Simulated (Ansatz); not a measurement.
Relaxed TiO2 (anatase):

```
CELL_PARAMETERS angstrom
     -3.79842     3.79842     9.70385
      0.00000     0.00000     9.70385
      0.00000     3.79842     0.00000
ATOMIC_POSITIONS crystal
  Ti 0.00000 0.50000 0.00000
  Ti 0.50000 0.50000 0.00000
  Ti 0.50000 0.75000 0.50000
  Ti 0.00000 0.75000 0.50000
  O  0.00000 0.29360 0.00000
  O  0.50000 0.29360 0.00000
  O  0.50000 0.54360 0.50000
  O  0.00000 0.54360 0.50000
  O  0.50000 0.95640 0.50000
  O  0.00000 0.95640 0.50000
  O  0.00000 0.70640 0.00000
  O  0.50000 0.70640 0.00000
```

A phonon eigenvector at M = (0.5, 0.5, 0.5) is frozen into this cell: atom i moves by Q times the vector below, so Q is the largest atomic displacement, in Å. The cell is held. It is one choice among 2 degenerate patterns. (q is in reciprocal vectors of the primitive cell; the cell shown is doubled to hold the pattern.)

| atom | x | y | z |
|---|---|---|---|
| Ti1 | 0.000 | 0.000 | 0.629 |
| Ti2 | 0.000 | 0.000 | -0.629 |
| Ti3 | 0.000 | 0.000 | 0.013 |
| Ti4 | 0.000 | 0.000 | -0.013 |
| O5 | 0.000 | 0.000 | -0.610 |
| O6 | 0.000 | 0.000 | 0.610 |
| O7 | 0.000 | 0.000 | 0.975 |
| O8 | 0.000 | 0.000 | -0.975 |
| O9 | 0.000 | 0.000 | -1.000 |
| O10 | 0.000 | 0.000 | 1.000 |
| O11 | 0.000 | 0.000 | -0.569 |
| O12 | 0.000 | 0.000 | 0.569 |

Computed with PBE (plane waves to 420 eV, PAW, scalar-relativistic; Ansatz, an electronic-structure program). k mesh 12×12×12 (Γ-centred), Fermi-Dirac smearing 0.05 eV. The energy includes the smearing's −TS. Stress and pressure are positive under compression. Left out: 2 of 13 points, with atoms too close for the PAW data. As the smearing reaches across the gap at some points, energies and forces of such displacements shift with the k mesh and the smearing. The PAW data are Ansatz's earlier set. TiO2 is run without spin polarisation. TiO2 was relaxed with its symmetry unable to fall. The zero of ΔE is the undisplaced structure.

| Q (Å) | ΔE (eV/cell) | −dE/dQ from forces (eV/Å) | P (GPa) |
|---|---|---|---|
| -0.233 | 4.534 | 37.908 | 11.4 |
| -0.187 | 2.953 | 30.084 | 7.3 |
| -0.140 | 1.709 | 23.363 | 4.1 |
| -0.093 | 0.771 | 16.540 | 1.8 |
| -0.047 | 0.192 | 8.245 | 0.4 |
| 0.000 | 0.000 | 0.000 | 0.0 |
| 0.047 | 0.192 | -8.245 | 0.4 |
| 0.093 | 0.771 | -16.540 | 1.8 |
| 0.140 | 1.709 | -23.363 | 4.1 |
| 0.187 | 2.953 | -30.084 | 7.3 |
| 0.233 | 4.534 | -37.908 | 11.4 |

Key numbers:

The energy at Q = 0.233 Å is 4534 meV/cell. Symmetry of the curve: even: the same for both signs. Shape of the curve: a single well with its minimum at or next to zero displacement. Harmonic wavenumber from the curvature (finite differences): 626 cm⁻¹. Wavenumber by perturbation theory (DFPT, on another k mesh): 625 cm⁻¹.

(A displaced cell: forces are minus the slopes of the energy, force constants its curvatures, and phonons follow from these.)
